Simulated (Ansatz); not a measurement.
A geometry of NbP away from equilibrium: the start of the relaxation of a generated trial cell of NbP in the FeSi structure type. All values below come from r2SCAN (plane waves to 500 eV, PAW, scalar-relativistic; Ansatz, a program for electronic structure). Γ-centred k-mesh 7×7×7 on the run's cell, Fermi–Dirac smearing 0.05 eV.

```xyz
8
Lattice="4.6941 0.0000 0.0000 0.0000 4.6941 0.0000 0.0000 0.0000 4.6941" Properties=species:S:1:pos:R:3 pbc="T T T"
Nb     0.6408     0.6408     0.6408
Nb     2.9879     1.7062     4.0532
Nb     4.0532     2.9879     1.7062
Nb     1.7062     4.0532     2.9879
P      3.9543     3.9543     3.9543
P      1.6073     3.0868     0.7398
P      0.7398     1.6073     3.0868
P      3.0868     0.7398     1.6073
```

Problem. Give the Cartesian forces on all atoms (eV/Å).

Solution. 
| atom | Fx | Fy | Fz |
|---|---|---|---|
| Nb1 | 0.61 | 0.61 | 0.61 |
| Nb2 | 0.61 | -0.61 | -0.61 |
| Nb3 | -0.61 | 0.61 | -0.61 |
| Nb4 | -0.61 | -0.61 | 0.61 |
| P5 | 0.28 | 0.28 | 0.28 |
| P6 | 0.28 | -0.28 | -0.28 |
| P7 | -0.28 | 0.28 | -0.28 |
| P8 | -0.28 | -0.28 | 0.28 |

Problem. What is the pressure?

Solution. +47.6 GPa, compression positive.

No spin polarisation in the result.

The run could not lose the symmetry of its start: the end is stationary, and may be a saddle point rather than a minimum.

The end of the path is a generated cell of NbP: the first start was made by placing the elements on the sites of a structure type, and the end was not matched to a known phase here, so it may be hypothetical.
